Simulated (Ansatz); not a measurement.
# Kick test of a cell of In₃SbAs₂

It was reached by relaxing an invented guess, and it needn't be the stable form of this composition.

Method: Ansatz, DFT PBE, scalar-relativistic, plane waves, PAW. Settings: cutoff 420 eV, Γ-centred mesh 12×12×4 on the computed 6-atom cell, Gaussian smearing of 0.10 eV; no spin polarisation.

The cell below (6 atoms, space group P3m1 (No. 156)) is relaxed within its symmetry.

```
In Sb As
1.0
     4.48101    0.00000    0.00000
    -2.24050    3.88066    0.00000
     0.00000    0.00000   10.99113
In Sb As
3 1 2
Direct
  0.00000 0.00000 0.98771
  0.33333 0.66667 0.66642
  0.66667 0.33333 0.34672
  0.00000 0.00000 0.24846
  0.33333 0.66667 0.91080
  0.66667 0.33333 0.58989
```

For the test a repeat of it with 12 atoms (edges 4.48, 7.76, 10.99 Å) was strained at random (σ = 1.5 % a component), the atoms were moved at random (σ = 0.05 Å), and all was relaxed again on a coarse 6×4×2 mesh (in the run’s order of axes) with 0.20 eV smearing, with no symmetry imposed.

Spin–orbit coupling, which can matter for Sb, is left out.

**Question.** Does it come back?

**Answer.** It returns, within 1 meV/atom of the unmoved cell on that mesh and with the same symmetry when read at 0.1 Å (Cm at 0.01 Å, so small strains and shifts remain). No instability shows in this cell; modes of other wave vectors, which need another repeat, aren't tested.
